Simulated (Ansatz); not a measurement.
Start of a relaxation of Cu₃Re:

```cif
data_structure
_symmetry_space_group_name_H-M 'P4/mmm'
_symmetry_Int_Tables_number 123
_cell_length_a 3.4816
_cell_length_b 3.4816
_cell_length_c 4.8651
_cell_angle_alpha 90.000
_cell_angle_beta 90.000
_cell_angle_gamma 90.000
_cell_volume 58.97
loop_
_atom_site_label
_atom_site_type_symbol
_atom_site_symmetry_multiplicity
_atom_site_Wyckoff_symbol
_atom_site_fract_x
_atom_site_fract_y
_atom_site_fract_z
_atom_site_occupancy
Cu1 Cu 2 h 0.50000 0.50000 0.24418 1
Cu2 Cu 1 a 0.00000 0.00000 0.00000 1
Re1 Re 1 b 0.00000 0.00000 0.50000 1
```

The calculation used Ansatz 0.2.0, DFT PBE, scalar-relativistic, plane waves, PAW. Cutoff 420 eV, Gaussian smearing, Γ-centred meshes. Cell and atoms relax first on a coarse mesh and then on a finer one. In between, the cell is made exact in the group found at 0.06 Å. In metals the finer mesh still leaves noise of several meV/atom or more. The steps can't lower the symmetry of their start. No spin polarisation in the relaxation; trial moments died out in a coarse test.

A guess keeps its type if space group and coordination stay and the shape of the cell changes little (axis ratios within about 15 %, angles within 6°); the volume may change.

Question: Does this structure survive the relaxation?

Answer: It doesn't keep its type. The symmetry stays P4/mmm (No. 123). The volume per atom shrinks by 13.5 %, from 14.7 to 12.8 Å³. The shortest distance goes from 2.38 Å (Cu–Cu) to 2.57 Å (Cu–Cu). The ratio c/a of the conventional cell changes by a factor of 2.06. Counting neighbours within 15 % of an atom's shortest distance, the start has Cu 2/10, Re 10 and the end Cu 12, Re 12. In detail, at the end Cu on a site of symmetry 4mm has 8 Cu at 2.57–2.61 Å and 4 Re at 2.69 Å; around Cu on a site of symmetry 4/mmm lie 12 Cu at 2.57–2.61 Å; Re has 4 Re at 2.61 Å and 8 Cu at 2.69 Å.

```yaml
crystal:
  lattice:
    - [2.60712, 0.00000, 0.00000]
    - [0.00000, 2.60712, 0.00000]
    - [0.00000, 0.00000, 7.50673]
  atoms:
    - { symbol: Cu, position: [0.50000, 0.50000, 0.23831] }
    - { symbol: Cu, position: [0.50000, 0.50000, 0.76169] }
    - { symbol: Cu, position: [0.00000, 0.00000, 0.00000] }
    - { symbol: Re, position: [0.00000, 0.00000, 0.50000] }
```

The last run used an 18×18×6 mesh (in the run's order of axes) for its 4-atom cell and Gaussian smearing of 0.10 eV. Spin–orbit coupling, which can matter for Re, is left out. Symmetry constrained the relaxation, so the result can be a saddle point.

In counts of neighbours, a slash parts the counts of unlike sites.
